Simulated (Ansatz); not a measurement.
The following input was run with Ansatz 0.2.0.

```yaml
crystal:
  lattice:
    - [6.3120115522, 0.0, 0.0]
    - [-3.1560057761, 5.4663623532, 0.0]
    - [0.0, 0.0, 5.07970298]
  atoms:
    - { symbol: Sc, position: [0.82880302, 0.17119698, 0.75] }
    - { symbol: Sc, position: [0.34239396, 0.17119698, 0.75] }
    - { symbol: Sc, position: [0.82880302, 0.65760604, 0.75] }
    - { symbol: Sc, position: [0.17119698, 0.82880302, 0.25] }
    - { symbol: Sc, position: [0.65760604, 0.82880302, 0.25] }
    - { symbol: Sc, position: [0.17119698, 0.34239396, 0.25] }
    - { symbol: Al, position: [0.66666667, 0.33333333, 0.25] }
    - { symbol: Al, position: [0.33333333, 0.66666667, 0.75] }
basis:
  ecutwfc: 420
kpoints:
  mp_grid: { grid: [6, 6, 8] }
hamiltonian:
  xc: pbesol
scf:
  occupations: { method: gaussian, width: 0.1 }
output:
  forces: true
  stress: true
  eigenvalues: true
  populations: true
```

Launched with
```bash
ansatz run input.yaml --threads 2 --pin off --max-ram 5120MiB --backend cpu --events-out ev --progress --plain --runs-dir out
```

These are results of DFT PBEsol, scalar-relativistic, plane waves, PAW (Ansatz), not measurements.

From the run's log, abridged (final results; tables in files aren't shown):

```
SCF 1 converged in 7 iterations: F = -13719.481572 eV  dr2 = 4.42e-9
SCF converged after 7 iterations
Free energy (F): -13719.481572 eV
Harris-Foulkes:  -13719.481572 eV  (|F-HF|=1.15e-9)
Internal energy: -13719.415364 eV  (E = F + TS)
E sigma→0 (E₀):  -13719.448468 eV
Entropy (-TS):   -0.066208 eV (-8.276 meV/atom)
Fermi energy:    9.209598 eV
--- Per-component energies (eV) ---
  E_band       = -982.028945
  E_kinetic    = 1607.700999
  E_local      = -5368.651534  (includes V_loc(G=0)·N_el)
  E_nonlocal   = 526.788143
  E_hartree    = 1891.701040
  E_xc         = -697.292798
  E_vxc        = -827.611310  (∫ρ·V_xc dr)
  E_paw        = -6502.199856  (= ΣΔE_a)
  E_vpaw       = -703.656065  (= ΣTr[D̂ρ^β])
  E_aug_tail   = 0.000057  (compensation charges beyond the density's cutoff)
  E_ewald      = -5178.273843
  E_core_change = 0.812428  (= ΣΔE_core)
  E_smearing   = -0.066208  (= −TS)
--- Forces (eV/Å), atoms counted from 1 ---
  atom   1  Sc    -0.03485314     0.02012247     0.00000000
  atom   2  Sc     0.03485314     0.02012247     0.00000000
  atom   3  Sc     0.00000000    -0.04024494     0.00000000
  atom   4  Sc     0.03485314    -0.02012247     0.00000000
  atom   5  Sc    -0.03485314    -0.02012247     0.00000000
  atom   6  Sc     0.00000000     0.04024494     0.00000000
  atom   7  Al     0.00000000     0.00000000     0.00000000
  atom   8  Al     0.00000000     0.00000000     0.00000000
--- Stress (GPa, compression-positive) ---
       -2.602900       0.000000       0.000000
        0.000000      -2.602900       0.000000
        0.000000       0.000000      -3.163396
  P = ⅓ Tr σ = -2.7897 GPa (-27.897 kbar)
--- Band table (eV; the first three rows and the last of 35) ---
  k-point 0: bands = ["-40.0482", "-39.9863", "-39.9839", "-39.9839", "-39.9541", "-39.9541", "-19.0099", "-18.9500", "-18.9157", "-18.8321", "-18.8321", "-18.8062", "-18.8062", "-18.8038", "-18.8038", "-18.6787", "-18.6325", "-18.6325", "-18.5878", "-18.5621", "-18.5621", "-18.5494", "-18.5494", "-18.5473", "2.4289", "4.7104", "7.4433", "7.4433", "7.4509", "7.4720", "7.4778", "7.4778", "7.8144", "8.7245", "8.7245", "8.9646", "8.9815", "8.9878", "8.9878", "9.3499", "10.4175", "10.4175", "10.5753", "10.5753"]
  k-point 1: bands = ["-40.0459", "-39.9887", "-39.9827", "-39.9827", "-39.9552", "-39.9552", "-19.0084", "-18.9585", "-18.8974", "-18.8635", "-18.8635", "-18.8182", "-18.8182", "-18.7641", "-18.7641", "-18.6738", "-18.6290", "-18.6290", "-18.6000", "-18.5622", "-18.5622", "-18.5524", "-18.5487", "-18.5487", "2.5240", "4.6682", "7.2832", "7.3017", "7.5067", "7.5067", "7.5303", "7.5303", "7.8076", "8.7688", "8.7688", "8.8981", "8.8981", "9.1222", "9.1235", "9.3681", "10.4269", "10.4269", "10.5208", "10.5208"]
  k-point 2: bands = ["-40.0392", "-39.9954", "-39.9795", "-39.9795", "-39.9584", "-39.9584", "-19.0040", "-18.9702", "-18.8920", "-18.8920", "-18.8577", "-18.8462", "-18.8462", "-18.7125", "-18.7125", "-18.6597", "-18.6345", "-18.6237", "-18.6237", "-18.5668", "-18.5624", "-18.5624", "-18.5486", "-18.5486", "2.7995", "4.5177", "6.8413", "6.9441", "7.5948", "7.5948", "7.7691", "7.7691", "8.0529", "8.6867", "8.6867", "8.8781", "8.8781", "9.3103", "9.3659", "9.4474", "10.3738", "10.3738", "10.3856", "10.3856"]
  k-point 34: bands = ["-40.0008", "-40.0008", "-39.9856", "-39.9856", "-39.9690", "-39.9690", "-18.8808", "-18.8808", "-18.8757", "-18.8757", "-18.8364", "-18.8364", "-18.7695", "-18.7695", "-18.7232", "-18.7232", "-18.6695", "-18.6695", "-18.6295", "-18.6295", "-18.5784", "-18.5784", "-18.5779", "-18.5779", "4.3724", "4.3724", "5.9814", "5.9814", "6.6393", "6.6393", "8.2849", "8.2849", "8.4876", "8.4876", "9.3088", "9.3088", "9.4997", "9.4997", "9.6978", "9.6978", "10.3258", "10.3258", "10.5091", "10.5091"]
--- Löwdin populations: 8 sites ---
  site symbol q [e]
     0     Sc     10.5994
     1     Sc     10.5994
     2     Sc     10.5994
     3     Sc     10.5994
     4     Sc     10.5994
     5     Sc     10.5994
     6     Al      3.9471
     7     Al      3.9471
  spilling = 0.007071 (of n_electrons = 72.000000)
```

The run converged.

It took 8.2 s on 2 threads of Arm Neoverse V2, on a shared host, peak memory 0.56 GiB.